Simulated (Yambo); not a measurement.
Tl3GaF6 (space group Fm-3m, No. 225), G0W0@LDA in Yambo; all else as in the reference (2×2×2 Γ-centred k mesh, 276 bands and a 7 Ry block in the screening, 276 bands in G with the Bruneval-Gonze terminator, plasmon pole fitted at 27.2 eV). One parameter is varied: the cutoff of the wavefunctions in Yambo, over 10, 20, 30, 50, 84 Ry.

Problem. From which value on does the gap X → X stay within 0.05 eV of the largest setting?

Solution. From 20 Ry on.
| cutoff of the wavefunctions in Yambo (Ry) | G0W0 gap (eV) | valence shift (eV) |
|---|---|---|
| 10 | 5.65 | -0.78 |
| 20 | 5.77 | -1.05 |
| 30 | 5.80 | -1.16 |
| 50 | 5.80 | -1.18 |
| 84 | 5.80 | -1.18 |
The last step of the sweep still moves the gap by 1 meV; the other settings are held fixed.

The standard potentials for Ga, Tl keep a d shell in the valence without the s and p states of that shell. In tests on such compounds this moved G0W0 gaps by up to about 0.9 eV, so absolute quasiparticle energies here are unreliable; differences between settings are what counts.

Spin-orbit coupling is not included.

Geometry of the Materials Project entry, not relaxed at this level; primitive cell a = b = c = 6.349 Å, α = β = γ = 60.00°.

The structure is a Materials Project entry; no match was found in the copy of COD used, and its stability was not checked.

A shift is the quasiparticle energy of the state minus its LDA energy.
